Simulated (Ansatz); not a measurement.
A vibration from a frozen displacement in Sn3Bi

Theory: DFT r2SCAN, scalar-relativistic, plane waves, PAW in Ansatz 0.2.0. Settings: plane waves to 500 eV, k-mesh 12×12×12 (Γ-centred), Gaussian smearing 0.15 eV. Spin–orbit coupling is left out, which matters for the heavy elements here. No spin polarisation. Energies are free energies at this smearing, counted from the undisturbed cell; pressure is positive in compression.

Zero of the scan (relaxed at this level; with this scan's settings it stands at -0.2 GPa; it needn't be the usual structure):

```yaml
crystal:
  lattice:
    - [0.00000, 3.84005, 3.84005]
    - [3.84005, 0.00000, 3.84005]
    - [3.84005, 3.84005, 0.00000]
  atoms:
    - { symbol: Sn, position: [0.00000, 0.00000, 0.00000] }
    - { symbol: Sn, position: [0.25000, 0.25000, 0.25000] }
    - { symbol: Sn, position: [0.75000, 0.75000, 0.75000] }
    - { symbol: Bi, position: [0.50000, 0.50000, 0.50000] }
```

Atom 1 (Sn) is moved by x along the Cartesian unit vector (0.000, 0.000, -1.000); the cell and all other atoms stay fixed. The cell's volume is 113.25 Å³; the moved atoms weigh 118.710 u together and the others 446.400 u.

```
  x (Å)  ΔE (meV/cell) total force on the moved atoms along the move (eV/Å) pressure (GPa)
-0.1000           6.13                                                0.1242         -0.0968
-0.0333           0.67                                                0.0405         -0.1684
 0.0000           0.00                                                0.0000         -0.1773
 0.0667           2.71                                               -0.0817         -0.1416
```

Task: What frequency belongs to this motion?

Result: The force constant is k = −dF/dx = 1.219 eV/Å², from the parabola through x = -0.0333, 0 and 0.0667. In every cell the moved atoms swing against the rest, so the mass is μ = m₁m₂/(m₁ + m₂) = 93.773 u, and ν̃ = 521.5 cm⁻¹ × √(|k|/μ) = 59 cm⁻¹. The pattern needn't be a normal mode: ν̃² is then a weighted mean of the squared nonzero frequencies at the zone centre of this cell, so it lies between the lowest and the highest of them.

Task: How far does the harmonic law reach?

Result: At x = -0.100 Å, kx²/2 = 6.10 meV against the computed 6.13 meV (+0.6 %): the well is still close to harmonic there.

In a metal these slopes depend on the k mesh and the smearing.

Cost: 4 runs of about 4.8 core-minutes in all, on Intel Xeon Platinum 8488C (Sapphire Rapids) (shared hosts).